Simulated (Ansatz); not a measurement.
Values for one crystal, relaxed and computed with DFT-LDA in the program Ansatz with PAW potentials; other levels are named.

| Item | Result |
|---|---|
| Volume per atom | 11.13 Å³ |
| Electronic character | metallic (no gap) |
| Bulk modulus (Birch–Murnaghan fit) | 182 GPa |
| Density of states at the Fermi level | 0.23 states/eV per atom (mean over ±0.08 eV) |
| Highest zone-centre frequency | 8.45 THz |
| Formation energy from the elements (no fitted shifts) | -9.0 kJ/mol of atoms |
| Zone-centre stability | no imaginary mode at Γ |

Which compound is it?
A) SiMo, P-6m2 (Si on 1a, Mo on 1d)
B) Cu3Si, I4/mmm (Si on 2a, Cu on 4d, Cu on 2b)
C) CoSi2, fluorite or antifluorite type
D) ScC, rock salt

B, Cu3Si, I4/mmm (Si on 2a, Cu on 4d, Cu on 2b)

The first step of the workflow began from a Materials Project structure, measured or hypothetical; the Crystallography Open Database copy checked does not list it. Whether it is the stable phase at ambient conditions was not checked. The LDA relaxation kept the symmetry of its start. The run is not spin-polarised. As this level gives no gap, phonon frequencies hold no LO–TO term and depend on the k-mesh and smearing (Fermi–Dirac, 0.1 eV here). The references are the lowest solids computed at this level, not always the standard phases.

Potentials: the later of the program's two PAW sets.
